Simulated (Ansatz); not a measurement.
The energy that a pulse needs to warm a small volume, and the thermal time constant, scale with heat capacity per volume.

sapphire serves as the reference. A cube of 20 nm edge is warmed by 50 K from 300 K, with the heat capacity held at its 300 K value. All rows have a gap.

Computed with Ansatz, a plane-wave PAW program. C_V, highest phonon, zero-point energy, vibrational entropy: PBE, harmonic phonons over the whole zone; volume per atom: PBE, relaxed cell. The D3 dispersion term is added in values of the rows PbO.

Runs started from generated or typed cells of the structure named: MgO; PbO. Spin–orbit coupling is left out unless named.

```
crystal                        C_V at 300 K (J/(K·mol of atoms))  V (Å³/atom)  highest phonon (cm⁻¹)  zero-point energy (meV/atom)  vibrational entropy at 300 K (J/(K·mol of atoms))
-----------------------------  ---------------------------------  -----------  ---------------------  ----------------------------  -------------------------------------------------
sapphire (α-Al2O3), reference                               16.4         8.76                    862                            88                                               11.2
MgO (rock salt)                                             19.0         9.62                    678                            70                                               14.7
SnO2 (rutile)                                               19.1        12.58                    709                            66                                               19.2
PbO (P4/nmm)                                                22.3        20.33                    465                            39                                               34.4
LiNbO3                                                      19.3        10.90                    858                            66                                               18.6
```

The figures follow from the printed values by these rules: share of the Dulong–Petit value = C_V/24.94; C per volume = C_V/(0.6022 V); energy = C per volume × edge³ × ΔT, with 1 nm³ = 10⁻²¹ cm³.

**Question.** Work out share of 3R, heat capacity per volume and energy for LiNbO3.

**Answer.** 
- share of 3R: 100 × 19.3/24.94 = 77 %
- heat capacity per volume: 19.3/(0.6022 × 10.90) = 2.940 J/(K·cm³)
- energy: 2.940 × 20³ × 50 × 10⁻⁶ = 1.2 fJ

**Question.** Which order results for heat capacity per volume (lowest first)?

**Answer.** The same steps for every row:

```tsv
crystal	share of 3R (%)	C per volume (J/(K·cm³))	energy (fJ)
sapphire (α-Al2O3), reference	66	3.109	1.2
MgO (rock salt)	76	3.280	1.3
SnO2 (rutile)	77	2.521	1.0
PbO (P4/nmm)	89	1.821	0.73
LiNbO3	77	2.940	1.2
```

By heat capacity per volume (lowest first): PbO (1.821 ± 0.098), SnO2 (2.521 ± 0.14), LiNbO3 (2.940 ± 0.16) ≈ sapphire (3.109 ± 0.17) ≈ MgO (3.280 ± 0.18). The ± follows from allowances picked for this note (C_V 2 %, volume per atom 4 %, 3 % for the model), carried to first order and added in quadrature; ≈ joins neighbours closer than their two ± added in quadrature. On this figure 2 of 4 candidates do clearly better than the reference.

Constant-volume harmonic values; C_P is higher, by little in stiff crystals and by several percent in soft ones. Where several phases of a formula are at hand, those over 0.1 eV/atom above the lowest were not drawn (by r²SCAN where it compared them, else by the largest value; a layered or molecular lowest phase counts only with a dispersion term); other phases could lie lower still. The rows are a sample and no shortlist: familiar crystals first, some related and some not, whatever their agreement with measurement; tables with many equal figures were not kept. Limits of the draw: crystals with a gap; no unfamiliar magnets, and cubic perovskites only if shown or known to be stable. As a rule kept out of such tables: 4f compounds, open-shell compounds run without a Hubbard term, cells found unstable in the tests at hand, cells close to a higher symmetry, and runs set to a pressure or over 12 % in volume from the crystal's fullest run.
